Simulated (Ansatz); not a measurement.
**zincblende-structured PtP**

Computed with Ansatz (plane waves, PAW, 500 eV cutoff): r²SCAN, scalar-relativistic, no spin polarisation, Γ-centred 12×12×12 mesh, 0.05 eV Gaussian smearing. The datasets are Ansatz's generated set soft_2.

```yaml
crystal:
  lattice:
    - [0.00000, 2.66166, 2.66166]
    - [2.66166, 0.00000, 2.66166]
    - [2.66166, 2.66166, 0.00000]
  atoms:
    - { symbol: Pt, position: [0.00000, 0.00000, 0.00000] }
    - { symbol: P, position: [0.25000, 0.25000, 0.25000] }
```

This is a trial structure made by placing the elements on a prototype's sites, so it needn't be the stable form.

Cell and atoms are those of this level's equilibrium.

The cell has space group F-43m (read at 0.01 Å). In it the stress is 0.00, 0.00, 0.00, 0.00, 0.00, 0.00 GPa and the largest force component 0.000 eV/Å. Each change below starts from this cell, without further relaxation. Stress is in GPa, positive in compression, in the order xx, yy, zz, yz, xz, xy; energies are counted from the cell above and are free energies with the smearing's entropy, which match forces and stress in a metal.

Q: What happens when atom 1 (Pt) is moved by 0.08 Å along x?

A: The energy changes by 34.2 meV per cell, and the force on it along the shift is -0.875 eV/Å (−F/u = 10.94 eV/Å²). Stress: 0.04, 0.68, 0.68, 4.16, 0.00, 0.00.
| atom | Fx (eV/Å) | Fy | Fz |
| --- | --- | --- | --- |
| Pt1 | -0.875 | 0.000 | 0.000 |
| P2 | 0.875 | 0.000 | 0.000 |
In a harmonic crystal the energy would rise by −½F·u = ½ × 10.94 × 0.08² eV = 35.0 meV, which matches.

Q: A single strain component, atoms carried along, gave the stress 0.03, -0.04, 0.03, 0.00, 0.32, 0.00. Which component, and about how large?

A: An engineering strain of -1 % in xz; the energy changes by 0.3 meV per cell.

Q: All atoms and the cell are disturbed at random:
```xyz
2
Lattice="-0.0229 2.6441 2.6894 2.6766 -0.0148 2.6813 2.6943 2.6537 -0.0325" Properties=species:S:1:pos:R:3 pbc="T T T"
Pt    0.1062   -0.0783    0.0843
P     1.2308    1.3991    1.2502
```
Give the energy change, the stress and the forces.

A: 369.3 meV per cell; stress 0.37, 1.87, 1.35, 7.65, -3.11, 5.13 GPa.
```tsv
atom	Fx (eV/Å)	Fy	Fz
Pt1	-1.666	0.451	-0.972
P2	1.666	-0.451	0.972
```

These numbers lack spin–orbit coupling. The cell is a metal with an odd number of electrons, and spin polarisation wasn't tried.
